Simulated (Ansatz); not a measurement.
A relaxed cell of La3O2 is given with its symmetry left out. The cell was found from a structure generator's guess, not taken from experiment.

All numbers below come from DFT PBE, scalar-relativistic, plane waves, PAW (Ansatz). Cutoff 420 eV, Γ-centred mesh, Gaussian smearing, no spin polarisation.

```yaml
crystal:
  lattice:
    - [-3.47985, 3.47985, 4.37679]
    - [3.47985, -3.47985, 4.37679]
    - [3.47985, 3.47985, -4.37679]
  atoms:
    - { symbol: La, position: [0.50000, 0.00000, 0.50000] }
    - { symbol: La, position: [0.00000, 0.50000, 0.50000] }
    - { symbol: La, position: [0.50000, 0.50000, 0.00000] }
    - { symbol: O, position: [0.75000, 0.25000, 0.50000] }
    - { symbol: O, position: [0.25000, 0.75000, 0.50000] }
```

Formation energies are uncorrected and refer to the elements' standard structures at the same level (O₂ as a molecule).

(1) Find its symmetry and describe it.

(2) What is its formation energy per atom?

(3) Is it a metal?

Results:

(1) I4/mmm (No. 139). Conventional cell: a = 6.960 Å, c = 8.754 Å. La on a site of symmetry mmm is surrounded by 2 O at 2.19 Å and 2 La at 3.48 Å; around La on a site of symmetry 4/mmm lie 4 La at 3.48 Å and 8 O at 4.11 Å; around O lie 2 La at 2.19 Å and 4 La at 4.11 Å.

(2) −1.11 eV/atom.

(3) Yes, bands cross the Fermi level on the 8×8×8 mesh.

The last run used an 8×8×8 mesh for its 5-atom cell and Gaussian smearing of 0.10 eV. An odd number of electrons in the primitive cell allows no gap without spin; a larger cell or a magnetic state could open one. The cell is a metal run without spin; a magnetic state may lie lower. Symmetry constrained the relaxation, so the result can be a saddle point. Another cell of La3O2 relaxed alike, in P-3m1, lies 1.02 eV/atom lower, so this cell isn't the stable form at this level.
